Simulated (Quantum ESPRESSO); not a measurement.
Field gradients of TiO$_{2}$ from PBE PAW (JTH datasets; density from pw.x of a modified build of Quantum ESPRESSO, gradients reconstructed from it by a script). The input of pw.x:

```
&CONTROL
  calculation = 'scf'
  prefix = 'x'
  pseudo_dir = './pseudo'
  outdir = './out'
  tprnfor = .true.
/
&SYSTEM
  ibrav = 0
  nat = 6
  ntyp = 2
  ecutwfc = 45
  ecutrho = 180
  occupations = 'fixed'
  nbnd = 28
/
&ELECTRONS
  conv_thr = 1e-11
/
ATOMIC_SPECIES
Ti 47.867 Ti.GGA_PBE-JTH.UPF
O 15.999 O.GGA_PBE-JTH.UPF
CELL_PARAMETERS angstrom
   -1.891270000000     1.891270000000     4.807510000000
    1.891270000000    -1.891270000000     4.807510000000
    1.891270000000     1.891270000000    -4.807510000000
ATOMIC_POSITIONS crystal
Ti     0.000000000000     0.000000000000     0.000000000000
Ti     0.750000000000     0.250000000000     0.500000000000
O      0.957150000000     0.457150000000     0.500000000000
O      0.207150000000     0.207150000000     0.000000000000
O      0.792850000000     0.792850000000     0.000000000000
O      0.542850000000     0.042850000000     0.500000000000
K_POINTS automatic
8 8 8 0 0 0
```
The cell comes from the Materials Project (a computed structure). It is TiO2 in I4₁/amd. Stability against distortions was not tested. The run has no spin polarisation.

Vzz is the sum of three terms, each taken along its main axis: the smooth valence density, the ions (nucleus and frozen core) with the augmentation charges of all other spheres, and the all-electron minus smooth density in the atom's own sphere. The split hangs on the datasets.  Cores are frozen. Against all-electron runs on small test molecules, this scheme's |Vzz| missed by −2 to +6 % on O. Ti had no test against all-electron runs.

| site | smooth valence density | ions and other spheres | own sphere | Vzz (a.u.) |
|---|---|---|---|---|
| Ti (atoms 1, 2) | -0.068 | 0.072 | [?] | [?] |
| O (atoms 3, 4, 5, 6) | -0.381 | 0.437 | [?] | [?] |

Problem. Complete the blanks.

Solution. 
- Ti (atoms 1, 2), own sphere: 0.127
- Ti (atoms 1, 2), Vzz (a.u.): 0.131
- O (atoms 3, 4, 5, 6), own sphere: 0.123
- O (atoms 3, 4, 5, 6), Vzz (a.u.): 0.179
